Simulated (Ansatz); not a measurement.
## K2Fe, before and after

A trial structure of K2Fe was built thus: random cell by space group and Wyckoff sites (P4/mmm, No. 123). The dimensions are guesses.

start.xyz

```xyz
3
Lattice="3.3927 0.0000 0.0000 0.0000 3.3927 0.0000 0.0000 0.0000 7.3631" Properties=species:S:1:pos:R:3 pbc="T T T"
K     1.6964    1.6964    5.0156
K     1.6964    1.6964    2.3475
Fe    1.6964    1.6964    0.0000
```

Theory: DFT PBE, scalar-relativistic, plane waves, PAW in Ansatz. Cutoff 420 eV, Gaussian smearing, Γ-centred meshes. Cell and atoms relax first on a coarse mesh and then on a finer one. In between, the cell is made exact in the group found at 0.06 Å. In metals the finer mesh still leaves noise of several meV/atom or more. The steps can't lower the symmetry of their start. Collinear spin, starting moments Fe 4.0 μB.

end.xyz

```xyz
3
Lattice="3.4457 0.0000 0.0000 0.0000 3.4457 0.0000 0.0000 0.0000 10.5525" Properties=species:S:1:pos:R:3 pbc="T T T"
K     1.7228    1.7228    7.3655
K     1.7228    1.7228    3.1870
Fe    1.7228    1.7228    0.0000
```

The symmetry stays P4/mmm (No. 123). The volume per atom grows by 47.8 %, from 28.3 to 41.8 Å³. The shortest distance goes from 2.35 Å (K–Fe) to 3.19 Å (K–Fe). The ratio c/a of the conventional cell changes by a factor of 1.41. The energy falls by about 0.67 eV/atom (the start's value is from the coarse mesh).

```
Volume per atom                            : 41.76 Å³
Density                                    : 1.78 g/cm³
Energy over the elements                   : +1.29 eV/atom
Gap on the 14×14×6 mesh of the 3-atom cell : 0 eV (a metal)
Net moment per atom                        : 1.02 μB
Moment by site                             : Fe 3.3 μB
```

Energies over the elements count from the elements' standard structures at the same level, with no fitted energy shifts. A positive value: parting into the elements would lower its energy.

The last run used collinear spin and Gaussian smearing of 0.10 eV. The magnetic state reached may not be the lowest. Symmetry constrained the relaxation, so the result can be a saddle point. In all, the 3 runs took 4 min on 1 thread of Intel(R) Xeon(R) Platinum 8488C (Sapphire Rapids) (shared host). Site moments count only spheres around the atoms; the net moment includes the space between them.
